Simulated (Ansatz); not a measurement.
# Os (Fm-3m), stationary points along a deformation path

Method: DFT r2SCAN, scalar-relativistic, plane waves, PAW (Ansatz). Cutoff 500 eV, Γ-centred 24×24×24 k-points, Gaussian smearing of 0.15 eV. Spin–orbit coupling is left out, which can shift energies with elements as heavy as these. No spin polarisation. Energies are free energies at this smearing, counted from the undisturbed cell; pressure is positive in compression.

The undisturbed cell (as given, not relaxed at this level; it stands at -16.9 GPa; this fcc form isn't the usual structure):

```xyz
1
Lattice="0.0000 1.9450 1.9450 1.9450 0.0000 1.9450 1.9450 1.9450 0.0000" Properties=species:S:1:pos:R:3 pbc="T T T"
Os    0.0000    0.0000    0.0000
```

At fixed volume and fractional coordinates, lengths along (0.000, 0.000, 1.000) are scaled against those across it; ρ is that ratio over its starting value. V = 14.716 Å³/atom. Δσ is the stress along the axis less the mean stress across it (compression positive).

| ρ | ΔE (meV/atom) | Δσ (GPa) | space group |
| --- | --- | --- | --- |
| 0.650 | 681.7 | -15.79 | I4/mmm |
| 0.707 | 742.7 | -0.08 | Im-3m |
| 0.780 | 565.7 | 54.29 | I4/mmm |
| 0.850 | 268.0 | 52.24 | I4/mmm |
| 0.920 | 67.8 | 28.24 | I4/mmm |
| 0.960 | 14.7 | 12.55 | I4/mmm |
| 1.000 | 0.0 | 0.00 | Fm-3m |
| 1.050 | 21.5 | -15.56 | I4/mmm |
| 1.100 | 91.2 | -33.53 | I4/mmm |
| 1.200 | 361.7 | -67.29 | I4/mmm |
| 1.300 | 751.3 | -90.32 | I4/mmm |
| 1.414 | 1252.7 | -102.58 | I4/mmm |
| 1.500 | 1627.8 | -104.54 | I4/mmm |

Task: How does the stress give the slope of the energy, and where is the energy stationary?

Result: Along the path d ln(length) is 2/3 d ln ρ on the axis and −1/3 d ln ρ across it, so dE/d ln ρ = −(2/3) V Δσ: the energy falls with ρ where Δσ is positive. Δσ vanishes or changes sign at ρ = 0.707 (Im-3m), a maximum at 742.7 meV/atom; at ρ = 1.000 (Fm-3m), a minimum at 0.0 meV/atom. Pairs of stationary points between two samples would go unseen, and could change a minimum read from distant neighbours into a maximum. At ρ = 0.707, 1.000 the cell is cubic, where symmetry alone makes the stress isotropic and the slope zero.

Task: Which shear constant sets the curvature at ρ = 1?

Result: For a cubic crystal E/V = (2/3) C (ln ρ)² with C = C′ = (C11 − C12)/2, so Δσ = −2C ln ρ. The parabola of Δσ against ln ρ through ρ = 0.960, 1 and 1.050 gives C ≈ 156 GPa with the ions clamped, rough because the steps are large. It is the stress–strain coefficient at this cell's pressure of -16.9 GPa, not the zero-pressure constant.

Task: Integrate that slope from ρ = 1 to 1.200 by the trapezoid rule.

Result: With V/N in Å³ and 1 eV/Å³ = 160.2 GPa the slopes at ρ = 1.000, 1.050, 1.100, 1.200 are 0, 953, 2053, 4121 meV/atom per unit of ln ρ. The steps add 23.2 + 69.9 + 268.6 = 361.8 meV/atom, against 361.7 from the energies; the trapezoid rule misses the curvature of the slope within each step.

In a metal these slopes depend on the k mesh and the smearing.